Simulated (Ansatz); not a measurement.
Method: DFT PBE, scalar-relativistic, plane waves, PAW in Ansatz 0.2.0. All cells share a 420 eV cutoff and Γ-centred k meshes spaced at most about 0.3 Å⁻¹ (about 0.25 or finer for metals, 2π included). Collinear spin in cells that started with moments and kept them past the coarse steps, no spin elsewhere.

Temperature and zero-point effects are left out. All come from trial cells, and lower structures may exist.

Question: Which of these relaxed structures of MnSi4C is the lowest in energy?
1. Space group F-43m (No. 216), cubic, a = 6.896 Å. Mn is surrounded by 12 Si at 2.86 Å and 4 C at 2.99 Å; Si has 6 Si at 2.43–2.45 Å, 3 C at 2.86 Å and 3 Mn at 2.86 Å; C has 12 Si at 2.86 Å and 4 Mn at 2.99 Å.
2. Space group P4/mmm (No. 123), tetragonal, a = 3.836 Å, c = 5.010 Å. Mn is surrounded by 8 Si at 2.29 Å; Si is surrounded by 2 C at 2.29 Å, 2 Mn at 2.29 Å, 2 Si at 2.50–2.51 Å and 4 Si at 2.71 Å; C is surrounded by 8 Si at 2.29 Å.
3. Space group P6/mmm (No. 191), hexagonal, a = 4.348 Å, c = 4.776 Å. Mn is surrounded by 2 C at 2.39 Å and 12 Si at 2.79 Å; Si is surrounded by 5 Si at 2.36–2.51 Å, 3 C at 2.77 Å and 3 Mn at 2.79 Å; C has 2 Mn at 2.39 Å and 12 Si at 2.77 Å.

Answer: 2. It has space group P4/mmm (No. 123); the next, 3, with space group P6/mmm (No. 191), lies 0.72 eV/atom higher. Largest moments: 2 no spin, 3 2.7 μB, 1 3.6 μB. Counting C or Si atoms around Mn (for each partner element, those within 1.25 times its shortest distance or 1.15 times the sum of covalent radii, where it is the nearest in units of that sum or under 1.3), the lowest has Mn 8 and the next has Mn 14. The lowest holds Si–Si chains (shortest 2.50 Å); the next holds Si–Si bonds in all directions (shortest 2.36 Å). Even the lowest lies +0.28 eV/atom against the elements.

The magnetic state reached may not be the lowest. Trial moments died out on the coarse mesh in P4/mmm; another magnetic start might hold. Cells relaxed within their symmetry can be saddle points. Some structure types and database cells were kept out of the candidates from the start, so a known form may be missing.
